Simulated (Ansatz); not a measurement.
Relaxation of a relaxed WC cell, doubled along one cell vector, shaken by Gaussian noise of σ = 0.08 Å a coordinate; 12 atoms in the cell, which starts as P1 (No. 1), aP12; a = 3.0079 Å, b = 6.0178 Å, c = 7.3529 Å, α = β = γ = 90.00°. Level of theory: PBE (plane waves to 420 eV, PAW, scalar-relativistic; Ansatz, a quantum-chemistry and plane-wave program). Γ-centred k-mesh 8×4×3 on the run's cell (coarser than for final values), Fermi–Dirac smearing 0.05 eV. This is the first round of the run. 

The optimiser's lines from the output (shortened; P is positive under compression):

```
relax step   1: F+E_penalty+E_count = -63802.18479121 eV  Δ(F+E_penalty+E_count) = +0.000e0 eV  max|allowed force component| = 7.047e0 eV/Å  Δτ_max = 0.0000 Å  P = +7.443 GPa  Ω = 133.093 Å³  (7 SCF iters, dr2 threshold 1.00e-7 eV, accepted)
relax step   2: F+E_penalty+E_count = -63803.96830923 eV  Δ(F+E_penalty+E_count) = -1.784e0 eV  max|allowed force component| = 3.281e0 eV/Å  Δτ_max = 0.1953 Å  P = +1.505 GPa  Ω = 132.917 Å³  (7 SCF iters, dr2 threshold 1.20e-6 eV, accepted)
relax step   3: F+E_penalty+E_count = -63804.93493507 eV  Δ(F+E_penalty+E_count) = -9.666e-1 eV  max|allowed force component| = 3.200e0 eV/Å  Δτ_max = 0.2000 Å  P = +0.665 GPa  Ω = 132.317 Å³  (6 SCF iters, dr2 threshold 1.20e-6 eV, accepted)
relax step   4: F+E_penalty+E_count = -63805.96521886 eV  Δ(F+E_penalty+E_count) = -1.030e0 eV  max|allowed force component| = 1.929e0 eV/Å  Δτ_max = 0.2000 Å  P = +2.521 GPa  Ω = 131.266 Å³  (7 SCF iters, dr2 threshold 1.20e-6 eV, accepted)
relax step   5: F+E_penalty+E_count = -63806.67188728 eV  Δ(F+E_penalty+E_count) = -7.067e-1 eV  max|allowed force component| = 2.439e0 eV/Å  Δτ_max = 0.1953 Å  P = +3.425 GPa  Ω = 131.282 Å³  (6 SCF iters, dr2 threshold 1.20e-6 eV, accepted)
relax step   6: F+E_penalty+E_count = -63807.41932388 eV  Δ(F+E_penalty+E_count) = -7.474e-1 eV  max|allowed force component| = 1.033e0 eV/Å  Δτ_max = 0.2000 Å  P = +2.394 GPa  Ω = 132.133 Å³  (6 SCF iters, dr2 threshold 1.20e-6 eV, accepted)
relax step   7: F+E_penalty+E_count = -63807.53292517 eV  Δ(F+E_penalty+E_count) = -1.136e-1 eV  max|allowed force component| = 2.514e0 eV/Å  Δτ_max = 0.1969 Å  P = +2.935 GPa  Ω = 132.773 Å³  (6 SCF iters, dr2 threshold 1.20e-6 eV, accepted)
relax step   8: F+E_penalty+E_count = -63807.80034508 eV  Δ(F+E_penalty+E_count) = -2.674e-1 eV  max|allowed force component| = 7.569e-1 eV/Å  Δτ_max = 0.2000 Å  P = +0.389 GPa  Ω = 132.651 Å³  (6 SCF iters, dr2 threshold 1.20e-6 eV, accepted)
relax step   9: F+E_penalty+E_count = -63807.98749554 eV  Δ(F+E_penalty+E_count) = -1.872e-1 eV  max|allowed force component| = 4.130e-1 eV/Å  Δτ_max = 0.1865 Å  P = -1.159 GPa  Ω = 134.358 Å³  (6 SCF iters, dr2 threshold 1.20e-6 eV, accepted)
relax step  10: F+E_penalty+E_count = -63807.99584264 eV  Δ(F+E_penalty+E_count) = -8.347e-3 eV  max|allowed force component| = 1.545e-1 eV/Å  Δτ_max = 0.0206 Å  P = +0.560 GPa  Ω = 134.246 Å³  (6 SCF iters, dr2 threshold 1.20e-6 eV, accepted)
relax step  11: F+E_penalty+E_count = -63808.00713784 eV  Δ(F+E_penalty+E_count) = -1.130e-2 eV  max|allowed force component| = 2.947e-2 eV/Å  Δτ_max = 0.0092 Å  P = +0.130 GPa  Ω = 134.039 Å³  (6 SCF iters, dr2 threshold 1.20e-6 eV, accepted)
relax step  12: F+E_penalty+E_count = -63808.00638487 eV  Δ(F+E_penalty+E_count) = +7.530e-4 eV  max|allowed force component| = 8.083e-2 eV/Å  Δτ_max = 0.0204 Å  P = -0.089 GPa  Ω = 134.200 Å³  (6 SCF iters, dr2 threshold 4.27e-7 eV, rejected (line search))
relax step  13: F+E_penalty+E_count = -63808.00731023 eV  Δ(F+E_penalty+E_count) = -1.724e-4 eV  max|allowed force component| = 1.415e-2 eV/Å  Δτ_max = 0.0032 Å  P = -0.130 GPa  Ω = 134.205 Å³  (8 SCF iters, accepted)
relax step  14: F+E_penalty+E_count = -63808.00747476 eV  Δ(F+E_penalty+E_count) = -1.645e-4 eV  max|allowed force component| = 3.582e-3 eV/Å  Δτ_max = 0.0012 Å  P = +0.008 GPa  Ω = 134.146 Å³  (6 SCF iters, dr2 threshold 6.28e-8 eV, accepted)
relax step  15: F+E_penalty+E_count = -63808.00747792 eV  Δ(F+E_penalty+E_count) = -3.162e-6 eV  max|allowed force component| = 2.858e-3 eV/Å  Δτ_max = 0.0009 Å  P = +0.008 GPa  Ω = 134.146 Å³  (6 SCF iters, accepted)
relax step  16: F+E_penalty+E_count = -63808.00747815 eV  Δ(F+E_penalty+E_count) = -2.226e-7 eV  max|allowed force component| = 6.030e-3 eV/Å  Δτ_max = 0.0042 Å  P = +0.004 GPa  Ω = 134.150 Å³  (7 SCF iters, accepted)
relax step  17: F+E_penalty+E_count = -63808.03264008 eV  Δ(F+E_penalty+E_count) = -2.516e-2 eV  max|allowed force component| = 1.009e-2 eV/Å  Δτ_max = 0.0000 Å  P = +0.166 GPa  Ω = 134.150 Å³  stress off target by 5.87e-1 GPa  SCF on the basis re-selected at this cell (its energy is not comparable with the rows above)  (6 SCF iters)
relax step  18: F+E_penalty+E_count = -63808.03329140 eV  Δ(F+E_penalty+E_count) = -6.513e-4 eV  max|allowed force component| = 6.164e-3 eV/Å  Δτ_max = 0.0043 Å  P = +0.002 GPa  Ω = 134.298 Å³  (6 SCF iters, dr2 threshold 8.60e-7 eV, accepted)
relax step  19: F+E_penalty+E_count = -63808.03329511 eV  Δ(F+E_penalty+E_count) = -3.704e-6 eV  max|allowed force component| = 1.481e-3 eV/Å  Δτ_max = 0.0020 Å  P = -0.002 GPa  Ω = 134.296 Å³  (6 SCF iters, dr2 threshold 3.99e-9 eV, accepted)
relax step  20: F+E_penalty+E_count = -63808.03353671 eV  Δ(F+E_penalty+E_count) = -2.416e-4 eV  max|allowed force component| = 1.502e-3 eV/Å  Δτ_max = 0.0000 Å  P = -0.003 GPa  Ω = 134.296 Å³  stress off target by 1.19e-2 GPa  SCF on the basis re-selected at this cell (its energy is not comparable with the rows above)  (9 SCF iters)
```

From the first to the last row the energy changes by -0.49 eV/atom and the volume by +0.9 %. The last row is marked as not comparable with the walk above it, whose basis was carried along; it does compare with step 1, since both stand on a basis selected at the nominal cutoff for their own cell.

Step 12 was rejected by the optimiser.

Later rounds, restarted from the end of this one on a renewed k-mesh, logged 7 more steps and released under 0.01 eV/atom more. The final structure after all rounds: Pmmm (No. 47), oP6; a = 2.846 Å, b = 3.380 Å, c = 6.985 Å, α = β = γ = 90.00°. Between re-selections the logged energies stand on a plane-wave basis carried along with the cell. No spin polarisation in the result.

The relaxed structure here is a generated cell of WC: the first start was made by a random draw of sites in a space group, and the end was not matched to a known phase here, so it may be hypothetical. Known forms of WC include space group No. 187.
